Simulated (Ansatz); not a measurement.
The elements of this relaxed trial crystal are hidden behind letters.

```
lattice vectors (Å)
   4.0915    0.0000    0.0000
  -2.0457    3.5433    0.0000
   0.0000    0.0000   20.2185
fractional positions
X 0.6667 0.3333 0.1668
X 0.6667 0.3333 0.4934
X 0.6667 0.3333 0.8399
X 0.3333 0.6667 0.0034
X 0.3333 0.6667 0.3303
Z 0.3333 0.6667 0.6682
Q 0.6667 0.3333 0.2900
Q 0.6667 0.3333 0.6157
Q 0.6667 0.3333 0.9631
Q 0.3333 0.6667 0.1266
Q 0.3333 0.6667 0.4534
Q 0.3333 0.6667 0.8002
```

Level of theory: Ansatz 0.2.0, DFT PBE, scalar-relativistic, plane waves, PAW. The final run on the 12-atom cell used 420 eV, a Γ-centred 12×12×2 mesh, 0.02 eV smearing and no spin polarisation.

```
Space group                                 : P3m1 (No. 156)
Conventional cell                           : a = 4.091 Å, c = 20.219 Å
Volume per atom                             : 24.43 Å³
Density                                     : 3.96 g/cm³
Formation energy                            : −0.425 eV/atom
Gap on the 12×12×2 mesh of the 12-atom cell : 0.93 eV
```

Energies are uncorrected and count from the elements' standard states at the same level.

Task: X is a p-block element of period 3, Z is a p-block element of period 5 and Q is a p-block element of period 4. Which elements are they?

Result: X = Al, Z = In, Q = As, so the formula is Al5InAs6. Density times volume gives a mean mass of 3.96 × 24.43/1.6605 = 58.3 u per atom, and this set has 58.3 u. Al on its first site is surrounded by 4 As at 2.49–2.50 Å; In has 4 As at 2.59–2.67 Å; As on its first site is surrounded by 4 Al at 2.49–2.50 Å; 9 more sites not described. Other sets within the hints have nearly the same mass, so mass alone doesn't settle it; this one was computed.

Kohn–Sham gaps at this level usually fall short of measured ones. A structure relaxed within its symmetry needn't be a true minimum.
